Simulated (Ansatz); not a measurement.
## In4Bi3Sb (ordering on zincblende) by several functionals

All numbers come from the plane-wave code Ansatz. (Calculated; non-magnetic; the phase may be known or hypothetical.)

Structure: In4Bi3Sb as one 8-atom ordering (P-4m2) on the zincblende lattice, at its r2SCAN minimum. Space group P-4m2 (No. 115), tetragonal; conventional cell a = 4.752 Å, c = 13.361 Å, 37.71 Å³ an atom. Sb is surrounded by 4 In at 2.87 Å; In is surrounded by 2 Sb at 2.87 Å and 2 Bi at 2.92 Å; Bi is surrounded by 4 In at 2.92 Å; In is surrounded by 4 Bi at 2.92 Å.

Relaxed lattice by functional, symmetry kept:
```csv
functional,k mesh,a (Å),c (Å),volume (Å³/atom)
PBE,6×6×2,4.821,13.530,39.31
r2SCAN,6×6×2,4.752,13.361,37.71
```

On this one geometry the levels give:
```
  level  k mesh             gap (eV)    kind  edges  least direct gap (eV)
    PBE   6×6×2  none (overlap 0.10)       –      –                      –
PBE+SOC   6×6×2  none (overlap 0.58)       –      –                      –
 r2SCAN   6×6×2                 0.01  direct      Γ                   0.01
  HSE06   4×4×2                 0.04  direct      Γ                   0.04
```
All runs use a smearing of 0.02 eV.
Wave cutoffs: 420 eV, 500 eV (r2SCAN).

The HSE06 gap is direct at Γ: 0.04 eV. (With 0.02 eV of smearing so small a gap leaves both edges partly filled, and it could close between the points sampled.) PBE+SOC gives no gap: the lowest nominally empty band dips 0.58 eV below the top of the last filled one (its bottom at X, the top at Γ), so the cell is a metal or semimetal at this level.

The levels disagree on the kind of gap: direct with r2SCAN, HSE06; no gap with PBE, PBE+SOC.

Only the levels marked +SOC include spin-orbit coupling.

The meshes of the hybrids are coarse, so their gaps aren't converged to the digits shown.
